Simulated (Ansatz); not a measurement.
ScAlTlAs3 (P-6m2)

Method: DFT PBE, scalar-relativistic, plane waves, PAW in Ansatz 0.2.0.

Cutoff 420 eV; k points 6×6×10 on the computed 6-atom cell (Γ-centred); Gaussian smearing, width 0.10 eV; no spin polarisation.

The structure is relaxed at this level of theory with its symmetry kept, and needn't be the ground state of this composition.

```
CELL_PARAMETERS angstrom
6.59663 0.00000 0.00000
-3.29832 5.71285 0.00000
0.00000 0.00000 3.73241
ATOMIC_POSITIONS crystal
Sc 0.33333 0.66667 0.00000
Al 0.00000 0.00000 0.00000
Tl 0.66667 0.33333 0.00000
As 0.68146 0.84073 0.50000
As 0.15927 0.84073 0.50000
As 0.15927 0.31854 0.50000
```

| Property | Result |
| --- | --- |
| Space group | P-6m2 (No. 187) |
| Volume per atom | 23.44 Å³ |
| Formation energy from the elements' standard states (uncorrected) | -0.230 eV/atom |
| Kohn–Sham band gap | none (metal) |
| Density of states at the Fermi level | 2.9 states/eV per cell |
| Orbital (Löwdin) character within 0.5 eV of the Fermi level | As 4p 51 %, Sc 3d 22 %, Tl 6p 15 % |
| Bader charge by site (e) | Sc (1 in the cell) 1.47, Al (1 in the cell) 1.89, Tl (1 in the cell) 0.32, As (3 in the cell) -1.23 |

Spin-orbit coupling is left out, which matters for the bands of heavy elements.

The cell was found from a structure generator's guess, not taken from experiment. Löwdin shares on free-atom orbitals overweight diffuse shells.
